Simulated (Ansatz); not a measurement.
**47Ti nuclear quadrupole resonance in Sr5Ti2N6**

Cell: a Materials Project structure (computed, not necessarily an observed phase), taken as it stands.

Space group C2/c (No. 15); a = 10.6054, b = 6.8529, c = 13.5960 Å, β = 102.01°.

```
site  Wyckoff  site symmetry       x       y       z
 Sr1       8f              1  0.5391  0.2375  0.0016
 Sr5       8f              1  0.1560  0.8787  0.7219
 Sr9       4e              2  0.5000  0.8559  0.7500
  Ti       8f              1  0.7759  0.1085  0.5712
 N15       8f              1  0.9445  0.0137  0.6238
 N19       8f              1  0.6476  0.0247  0.6439
 N23       8f              1  0.2885  0.8940  0.5744
```

One atom of each set is listed; the run and its k-mesh use a cell of 26 atoms with edges of 6.31, 6.31, 13.60 Å.

Level of theory: DFT, PBE, plane waves and PAW, scalar-relativistic, 420 eV cutoff, Γ-centred 5×5×2 k-points, Fermi–Dirac smearing 0.02 eV (Ansatz 0.2.0).

47Ti: I = 5/2, Q = 302.0 mb (year-2017 value). Static lattice, zero field.

(1) Predict the zero-field 47Ti lines of each site.

(2) And for ⁴⁹Ti (I = 7/2, Q = 247.0 mb) on Ti?

Results:

(1) For I = 5/2 and η = 0 the lines are 3|C_Q|/20 and twice that; η pulls their ratio below 2.

| site | atoms | V_zz (10²¹ V/m²) | C_Q (MHz) | η | line frequencies (MHz) |
| --- | --- | --- | --- | --- | --- |
| Ti | 4 | 6.67 | 48.7 | 0.31 | 8.03, 14.3 |

(2) C_Q scales with Q to 39.8 MHz, with lines at 3.69, 5.46, 8.45 MHz.
